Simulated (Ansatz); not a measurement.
Pb:
```xyz
2
Lattice="3.4044 0.0000 0.0000 -1.7022 2.9483 0.0000 0.0000 0.0000 5.7985" Properties=species:S:1:pos:R:3 pbc="T T T"
Pb     0.0000     1.9655     1.4496
Pb     1.7022     0.9828     4.3489
```

Relaxed with LDA. Special points in fractions of this cell's reciprocal vectors: Γ (0.000, 0.000, 0.000); M (0.500, 0.000, 0.000); K (0.333, 0.333, 0.000); A (0.000, 0.000, 0.500); L (0.500, 0.000, 0.500); H (0.333, 0.333, 0.500).

Question: List the band energies nearest the Fermi level at these points for the program Ansatz at the LDA level (PAW).

Answer: In eV from the Fermi level; about four levels below and three above (degenerate sets whole), none deeper than 8.9 eV; points with the same levels are listed once.

| k | below | above |
|---|---|---|
| Γ | -8.54 -4.41 | 6.30 6.30 7.01 |
| M | -7.07 -3.13 -1.81 -0.45 | 1.82 2.46 5.78 |
| K | -7.13 -7.13 -2.74 -0.65 -0.65 | 0.51 1.23 1.23 |
| A | – | 0.37 0.37 7.10 7.10 7.10 7.10 |
| L | -7.47 -7.47 -3.80 -3.80 | 3.41 3.41 3.77 3.77 |
| H | -2.43 -2.43 -1.52 -1.52 | 4.75 4.75 8.80 8.80 |

Space group P6_3/mmc (hcp (Mg type)). The workflow started from a Materials Project entry (that database holds measured and hypothetical structures alike); the Crystallography Open Database files this formula in space group No. 194, but the cells were not matched. It is not the phase usual at ambient conditions (space group No. 225). Symmetry was held in the LDA relaxation; of distortions, only those at the zone centre were tested. Spin–orbit coupling is left out wherever it is not named.

Potentials: the later of the program's two PAW sets.
